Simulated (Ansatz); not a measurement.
According to PBEsol (plane waves, PAW; program Ansatz), Sn in the simple hexagonal structure (P6/mmm) relaxes to a = 3.208 Å, c = 3.016 Å.

Electronic character: metallic (no gap). Gap from PBEsol with spin–orbit coupling: none (metallic).

An equation-of-state fit gives a bulk modulus of 55.4 GPa. The relaxed-ion elastic constants in GPa are C11 = 95.3, C12 = 65.1, C13 = 7.7, C33 = 145, C44 = 20.9. The elastic constants imply a Debye temperature near 203 K.

The start of the workflow was typed in or built on a structure type; neither database checked (COD, Materials Project) lists it. It is not the phase usual at ambient conditions (space group No. 141). The cell was relaxed with PBEsol under the symmetry of its start; its stability against distortions is not shown here. As this level gives no gap, shear constants depend on the k-mesh and smearing (Fermi–Dirac, 0.1 eV here). Axis ratios of metals converge slowly with the k-mesh, so a and c are less sure than the volume. Spin–orbit coupling is left out wherever it is not named.

Potentials: the earlier of the program's two PAW sets. The files were generated under PBE; for other functionals the program regenerates the frozen cores, and for LDA and PBEsol the local potential too.
